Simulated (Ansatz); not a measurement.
## From the elastic tensor of ZrB2 to moduli and sound speeds

All numbers below come from DFT PBEsol, scalar-relativistic, plane waves, PAW in Ansatz 0.2.0. Settings: 420 eV plane-wave cutoff, Γ-centred 18×18×12 mesh, Fermi-Dirac smearing of 0.15 eV. No spin polarisation.

The structure is hexagonal, space group P6/mmm (No. 191). The conventional cell has a = 3.155 Å, b = 3.155 Å, c = 3.506 Å, α = 90.00°, β = 90.00°, γ = 120.00°. Around Zr (site symmetry 6/mmm) lie 12 B at 2.53 Å. Around B (site symmetry -6m2) lie 3 B at 1.82 Å.

In a metal, frequencies and elastic constants depend on the k mesh and the smearing, soft modes and shear constants most.

Relaxed-ion constants (GPa, on the Cartesian axes of the calculation):
```
586.0  55.9 129.3   0.0   0.0   0.0
 55.9 586.0 129.3   0.0   0.0   0.0
129.3 129.3 452.4   0.0   0.0   0.0
  0.0   0.0   0.0 265.9   0.0   0.0
  0.0   0.0   0.0   0.0 265.9   0.0
  0.0   0.0   0.0   0.0   0.0 265.0
```

Density 6.198 g/cm³; 3 atoms in 30.23 Å³.

The values that follow are for a polycrystal of randomly turned grains, by Hill's mean where one number stands.

- Bulk modulus, Voigt / Reuss / Hill: 250.4 / 249.6 / 250.0 GPa
- Shear modulus, Voigt / Reuss / Hill: 246.7 / 239.1 / 242.9 GPa
- Young's modulus: 550 GPa
- Poisson ratio: 0.133
- Pugh ratio B/G: 1.03 (under 1.75, the rule of thumb for brittle)
- Universal anisotropy index: 0.16
- Longitudinal and transverse sound speeds: 9622 and 6260 m/s
- Debye temperature from the mean sound speed: 946 K

Cost: 1 run of about 6.1 core-minutes, on AMD EPYC 7R43 (Zen 3) (shared hosts).